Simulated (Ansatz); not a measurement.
Data:

Zn$_{3}$Pd in space group I4/mmm (No. 139; Zn on 4d, Zn on 2b, Pd on 2a), a = b = 3.7098 Å, c = 8.0646 Å, α = β = γ = 90.00°; the cell used has 4 atoms.

This is the r²SCAN-relaxed structure.

**Question.** All from DFT-r²SCAN in the program Ansatz with PAW potentials, unless another level is named. Give the formation energy from the elements (no fitted shifts).

**Answer.** -0.38 eV/atom.

**Question.** Next, the density of states at the Fermi level?

**Answer.** 0.21 states/eV per atom (mean over ±0.08 eV).

The workflow started from a Materials Project entry (that database holds measured and hypothetical structures alike); the Crystallography Open Database copy checked does not list it. With Zn and Pd taken as one species the cell has the higher symmetry Fm-3m, so it may be an ordered model of a mixed-site phase. Whether it is the stable phase at ambient conditions was not checked. Symmetry was held in the r²SCAN relaxation; whether a distortion lowers the energy is not shown. No spin polarisation was allowed. Axis ratios of metals converge slowly with the k-mesh, so a and c are less sure than the volume. The references are the lowest solids computed at this level, not always the standard phases. Spin–orbit coupling is left out wherever it is not named.

Potentials: the later of the program's two PAW sets.
